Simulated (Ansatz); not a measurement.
**Fields on a plane of Cd (hcp, Mg type)**

```xyz
2
Lattice="2.9458 0.0000 0.0000 -1.4729 2.5511 0.0000 0.0000 0.0000 5.6030" Properties=species:S:1:pos:R:3 pbc="T T T"
Cd     0.0000     1.7008     4.2023
Cd     1.4729     0.8504     1.4008
```

The slice is a (0001) plane (indices of the conventional cell) through the point (0.667, 0.333, 0.250) (fractional), spanned by u = [110] and v = [1 -1 0] in vectors of this cell: u (2.95 Å) and v (5.10 Å, at 90° to u). It covers one period; positions are fractions (u, v).

Atoms on it: Cd at (0.00, 0.00); Cd at (0.50, 0.50).

Level of theory: PBEsol (plane waves to 420 eV, PAW, scalar-relativistic; Ansatz, a quantum-chemistry and plane-wave program). k mesh 18×18×9. These are valence fields of a PAW run, semicore shells included where kept as valence: close to a nucleus they are smooth pseudo fields. Cd was relaxed with its symmetry unable to fall.

```
|xxxx06860xxx|
|xxxx27972xxx|
|xxx0699960xx|
|003689998630|
|777777777777|
|998630003689|
|9960xxxxx069|
|972xxxxxxx27|
|860xxxxxxx06|
|75xxxxxxxxx5|
|860xxxxxxx06|
|972xxxxxxx27|
|9960xxxxx069|
|998630003689|
|777777777777|
|003689998630|
|xxx0699960xx|
|xxxx27972xxx|
|xxxx06860xxx|
|xxxxx575xxxx|
```
Scale: ten equal steps from -3.00 (start of '0') to 5.81 (end of '9'), in the order '0123456789'. Values: electrostatic potential energy of an electron, from the cell's mean, in eV. The map has 12 points along u (one character each, u = 0 at the left) and 20 along v (v = 0 in the bottom row). Points within 1 Å of a nucleus are blanked (x), as the pseudised field means little there. Values under -3 eV are set to -3. The zero, the cell's mean, hangs on the PAW cores.

```
|@%#+:   :+#%|
|##+-.   .-+#|
|+=-:     :-=|
|::.       .:|
|            |
|    .:::.   |
|   :-=+=-:  |
|  .-+###+-. |
|  :+#%@%#+: |
| .:+%@@@%+:.|
|  :+#%@%#+: |
|  .-+###+-. |
|   :-=+=-:  |
|    .:::.   |
|            |
|::.       .:|
|+=-:     :-=|
|##+-.   .-+#|
|@%#+:   :+#%|
|@@%+:. .:+%@|
```
Scale: ten equal steps from -0.79 (start of ' ') to 1.42 (end of '@'), in the order ' .:-=+*#%@'. Values: log₁₀ of the valence density in e/Å³. The map has 12 points along u (one character each, u = 0 at the left) and 20 along v (v = 0 in the bottom row). The scale is logarithmic, as a density can span decades between atoms and voids.

- Density on the Cd–Cd line (2.95 Å) at its midpoint: 0.21 e/Å³
- ELF at that point: 0.24
